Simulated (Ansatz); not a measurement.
BN (NiAs type, P6_3/mmc) under volume change, DFT-HSE06 in the program Ansatz with PAW potentials, shape and atoms relaxed at each volume.

```json
[
 {"V (Å³/atom)": "4.797", "E − E(relaxed) (meV/atom)": "64.3", "P (GPa)": "46.83"},
 {"V (Å³/atom)": "4.955", "E − E(relaxed) (meV/atom)": "27.2", "P (GPa)": "28.90"},
 {"V (Å³/atom)": "5.113", "E − E(relaxed) (meV/atom)": "6.4", "P (GPa)": "13.43"},
 {"V (Å³/atom)": "5.271", "E − E(relaxed) (meV/atom)": "0.0", "P (GPa)": "0.00"},
 {"V (Å³/atom)": "5.429", "E − E(relaxed) (meV/atom)": "5.9", "P (GPa)": "-11.61"},
 {"V (Å³/atom)": "5.587", "E − E(relaxed) (meV/atom)": "22.4", "P (GPa)": "-21.69"},
 {"V (Å³/atom)": "5.745", "E − E(relaxed) (meV/atom)": "48.2", "P (GPa)": "-30.42"}
]
```

Problem. What does a third-order Birch–Murnaghan fit give for V₀, B₀ and B′?

Solution. V₀ = 5.27 Å³/atom, B₀ = 416 GPa, B′ = 3.8.

A made-up cell: these elements were put on the sites of a structure type. Its sites differ from those of the usual phase in this space group: another stacking or structure type. The cell was relaxed with HSE06 under the symmetry of its start; whether a distortion lowers the energy is not shown.

Potentials: the later of the program's two PAW sets.
